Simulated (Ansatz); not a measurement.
Ansatz input file:

```yaml
crystal:
  lattice:
    - [3.1910269684, 0.0, 0.0]
    - [-1.5955134842, 2.7635104188, 0.0]
    - [0.0, 0.0, 14.0397971169]
  atoms:
    - { symbol: Zr, position: [0.3333333333, 0.6666666667, 0.0884082586] }
    - { symbol: Zr, position: [0.6666666667, 0.3333333333, 0.5884082586] }
    - { symbol: Zr, position: [0.6666666667, 0.3333333333, 0.9115917414] }
    - { symbol: Zr, position: [0.3333333333, 0.6666666667, 0.4115917414] }
    - { symbol: Al, position: [0.3333333333, 0.6666666667, 0.75] }
    - { symbol: Al, position: [0.6666666667, 0.3333333333, 0.25] }
    - { symbol: C, position: [0.0, 0.0, 0.0] }
    - { symbol: C, position: [0.0, 0.0, 0.5] }
basis:
  ecutwfc: 420
kpoints:
  mp_grid: { grid: [12, 12, 4] }
hamiltonian:
  xc: pbesol
scf:
  occupations: { method: gaussian, width: 0.1 }
output:
  forces: true
  stress: true
  eigenvalues: true
relax:
  adjacent_minimum: "off"
  f_tol: 0.01
  max_steps: 30
  cell: { stress_tol: 0.1, fix: [volume] }
```

Command:
```bash
ansatz run input.yaml --threads 2 --pin off --max-ram 5120MiB --backend cpu --events-out ev --progress --plain --runs-dir out
```

Theory: DFT PBEsol, scalar-relativistic, plane waves, PAW (Ansatz 0.2.0).

Part of what the program printed, abridged (final results; tables in files aren't shown):

```
SCF 5 converged in 3 iterations: F = -18062.150491 eV  dr2 = 9.06e-11
SCF converged after 3 iterations
Free energy (F): -18062.150491 eV
Harris-Foulkes:  -18062.150491 eV  (|F-HF|=3.27e-11)
Internal energy: -18062.133462 eV  (E = F + TS)
E sigma→0 (E₀):  -18062.141977 eV
Entropy (-TS):   -0.017029 eV (-2.129 meV/atom)
Fermi energy:    13.109593 eV
--- Per-component energies (eV) ---
  E_band       = -291.093702
  E_kinetic    = 1579.457166
  E_local      = -3928.284188  (includes V_loc(G=0)·N_el)
  E_nonlocal   = 398.574310
  E_hartree    = 1479.041301
  E_xc         = -826.943248
  E_vxc        = -952.636202  (∫ρ·V_xc dr)
  E_paw        = -12700.115816  (= ΣΔE_a)
  E_vpaw       = -346.287177  (= ΣTr[D̂ρ^β])
  E_aug_tail   = 0.000096  (compensation charges beyond the density's cutoff)
  E_ewald      = -4064.606443
  E_core_change = 0.743361  (= ΣΔE_core)
  E_smearing   = -0.017029  (= −TS)
--- Forces (eV/Å), atoms counted from 1 ---
  atom   1  Zr     0.00000000     0.00000000    -0.00291095
  atom   2  Zr     0.00000000     0.00000000    -0.00291095
  atom   3  Zr     0.00000000     0.00000000     0.00291095
  atom   4  Zr     0.00000000     0.00000000     0.00291095
  atom   5  Al     0.00000000     0.00000000     0.00000000
  atom   6  Al     0.00000000     0.00000000     0.00000000
  atom   7  C      0.00000000     0.00000000     0.00000000
  atom   8  C      0.00000000     0.00000000     0.00000000
--- Stress (GPa, compression-positive) ---
       15.042949       0.000000       0.000000
        0.000000      15.042949       0.000000
        0.000000       0.000000      14.924951
  P = ⅓ Tr σ = 15.0036 GPa (150.036 kbar)
--- Band table (eV; the first three rows and the last of 57) ---
  k-point 0: bands = ["-34.6214", "-34.6210", "-34.5059", "-34.5055", "-13.3008", "-13.2862", "-12.5228", "-12.5050", "-12.3201", "-12.3201", "-12.3197", "-12.3197", "-12.2435", "-12.2435", "-12.2431", "-12.2431", "2.8042", "2.9517", "5.8806", "6.4544", "8.0392", "8.7418", "10.7447", "10.7447", "10.7531", "10.7531", "11.5162", "12.4545", "13.2904", "14.0388", "14.5698", "14.5698", "14.6212", "14.6212", "16.0638", "16.0638", "16.2654", "16.2654", "17.0745"]
  k-point 1: bands = ["-34.6214", "-34.6211", "-34.5058", "-34.5055", "-13.2987", "-13.2884", "-12.5201", "-12.5076", "-12.3201", "-12.3201", "-12.3198", "-12.3198", "-12.2435", "-12.2435", "-12.2432", "-12.2432", "2.8243", "2.9284", "5.9524", "6.3518", "8.1561", "8.6451", "10.7459", "10.7459", "10.7518", "10.7518", "11.6272", "12.2564", "13.4665", "13.9628", "14.5771", "14.5771", "14.6134", "14.6134", "16.0899", "16.0899", "16.2316", "16.2316", "17.1062"]
  k-point 2: bands = ["-34.6212", "-34.6212", "-34.5057", "-34.5057", "-13.2936", "-13.2936", "-12.5138", "-12.5138", "-12.3199", "-12.3199", "-12.3199", "-12.3199", "-12.2433", "-12.2433", "-12.2433", "-12.2433", "2.8748", "2.8748", "6.1381", "6.1381", "8.4095", "8.4095", "10.7488", "10.7488", "10.7488", "10.7488", "11.9108", "11.9108", "13.7519", "13.7519", "14.5950", "14.5950", "14.5950", "14.5950", "16.1570", "16.1570", "16.1570", "16.1570", "17.1785"]
  k-point 56: bands = ["-34.4390", "-34.4390", "-34.4387", "-34.4387", "-13.1103", "-13.1103", "-13.0332", "-13.0332", "-13.0315", "-13.0315", "-12.7957", "-12.7957", "-12.5508", "-12.5508", "-12.5449", "-12.5449", "3.7758", "3.7758", "9.4881", "9.4881", "9.5695", "9.5695", "10.7674", "10.7674", "10.8409", "10.8409", "11.3675", "11.3675", "12.0890", "12.0890", "12.7012", "12.7012", "13.6230", "13.6230", "15.5565", "15.5565", "16.8018", "16.8018", "16.9475"]
--- Relaxed structure (4 steps of the walk, 3 accepted, 1 SCFs on fresh bases) ---
  F+E_penalty+E_count = -18062.15049116 eV   max|allowed force component| = 2.911e-3 eV/Å   (the final SCF, on the basis selected at the relaxed cell)
  cell:  # Å, volume = 123.8091 Å³
    - [3.19252684, 0.0, 0.0]
    - [-1.59626342, 2.76480935, 0.0]
    - [0.0, 0.0, 14.02660813]
  atoms:
    - { symbol: Zr, position: [0.33333333, 0.66666666, 0.08944512] }
    - { symbol: Zr, position: [0.66666666, 0.33333333, 0.58944512] }
    - { symbol: Zr, position: [0.66666666, 0.33333333, 0.91055487] }
    - { symbol: Zr, position: [0.33333333, 0.66666666, 0.41055487] }
    - { symbol: Al, position: [0.33333333, 0.66666666, 0.74999999] }
    - { symbol: Al, position: [0.66666666, 0.33333333, 0.24999999] }
    - { symbol: C, position: [0.0, 0.0, 0.0] }
    - { symbol: C, position: [0.0, 0.0, 0.49999999] }
```

The relaxation met its thresholds.

Time: 36 s on 2 threads of Arm Neoverse V2 (shared host), peak memory 0.53 GiB.